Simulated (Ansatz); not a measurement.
BeSe (zinc blende, F-43m), LDA (plane waves, PAW; program Ansatz). The conduction-band minimum lies at X, with 3 equivalent valleys. Second derivatives d²E/dk² of the lowest band at one valley (eV·Å²), along Cartesian directions:

```
direction  d²E/dk²
---------  -------
[100]        9.144
[010]        29.58
[001]        29.58
[110]        19.36
[101]        19.36
[011]        29.55
```

### Question
Find the principal effective masses, the density-of-states mass and the conductivity mass.

### Answer
Off-diagonal terms follow from H_xy = H[110] − (H_xx + H_yy)/2, and m*/mₑ = 7.620 eV·Å² over each eigenvalue: 0.26, 0.26, 0.83. One valley's DOS mass (m₁m₂m₃)^(1/3) = 0.38, conductivity mass 3/(Σ 1/mᵢ) = 0.33 mₑ.

### Question
What effective density of states Nc follows at 300 K for parabolic valleys?

### Answer
Nc = 2.509e19 × 3 × (0.38)^(3/2) ≈ 1.8e19 cm⁻³.

### Question
With the computed static dielectric constant 7.61 (mean of the diagonal), estimate a hydrogenic donor's binding energy and radius.

### Answer
E = 13.606 eV × 0.33/7.61² ≈ 78 meV; a = 0.529 Å × ε/m* ≈ 12 Å. Semilocal masses tend to be too small when the gap is underestimated.

### Question
With ε∞ = 6.11 and ω_LO = 582 cm⁻¹, what Fröhlich coupling constant follows?

### Answer
α = (1/ε∞ − 1/ε0) √(m* × 13.606 eV/ħω_LO) = 0.25.

The cell was relaxed with LDA under the symmetry of its start. Scalar-relativistic: spin–orbit coupling is off unless named, which matters more the heavier the elements.

Potentials: the earlier of the program's two PAW sets. The files were generated under PBE; for other functionals the program regenerates the frozen cores, and for LDA and PBEsol the local potential too.
